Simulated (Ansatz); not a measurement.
**Data sheet: Ca3GeO (DFT)**

Ca3GeO (anti-perovskite, space group No. 221), a = b = c = 4.605 Å, α = β = γ = 90.00°.

Space group Pm-3m (No. 221), anti-perovskite; conventional cell a = 4.6048 Å, b = 4.6048 Å, c = 4.6048 Å, α = 90.00°, β = 90.00°, γ = 90.00°.

Method: DFT-LDA in the program Ansatz with PAW potentials. The cell and atoms are relaxed at this level. Other levels are named where they apply.

### Cell and energy

```
Item                                                           Value
-----------------------------------------------------  -------------
Volume per atom                                             19.53 Å³
Density                                                   3.55 g/cm³
Formation energy from the elements (no fitted shifts)  -1.73 eV/atom
```

### Electronic structure

```
Property                                                                                                   Result
------------------------------------  ---------------------------------------------------------------------------
Electronic character                  no gap, with almost no states at the Fermi level (zero-gap or semimetallic)
Density of states at the Fermi level                                 0.01 states/eV per atom (mean over ±0.08 eV)
```

### Mechanics

```
Quantity                                                                       Value
--------------------------------------------  --------------------------------------
Bulk modulus (Birch–Murnaghan fit)                                          70.5 GPa
Pressure derivative B′                                                           4.3
Elastic constants (relaxed ions, GPa)              C11 = 152, C12 = 30.0, C44 = 55.6
Mechanical stability                          stable (all eigenvalues of C positive)
Hill bulk and shear moduli                                         70.6 and 57.7 GPa
Young's modulus                                                              136 GPa
Poisson's ratio                                                                 0.18
Debye temperature from the elastic constants                                   491 K
```

### Phonons

```
Property                                        Value
-----------------------------  ----------------------
Highest zone-centre frequency               10.99 THz
Zone-centre stability          no imaginary mode at Γ
```

The workflow started from a Materials Project entry (that database holds measured and hypothetical structures alike); the Crystallography Open Database files this formula in space group No. 221, but the cells were not matched. Whether it is the stable phase at ambient conditions was not checked. Symmetry was held in the LDA relaxation. As this level gives no gap, shear constants depend on the k-mesh and smearing (Fermi–Dirac, 0.1 eV here). As this level gives no gap, phonon frequencies hold no LO–TO term and depend on the k-mesh and smearing (Fermi–Dirac, 0.1 eV here). The references are the lowest solids computed at this level, not always the standard phases (solids in place of the gases). Scalar-relativistic: spin–orbit coupling is off unless named, which matters more the heavier the elements.

Potentials: the later of the program's two PAW sets.
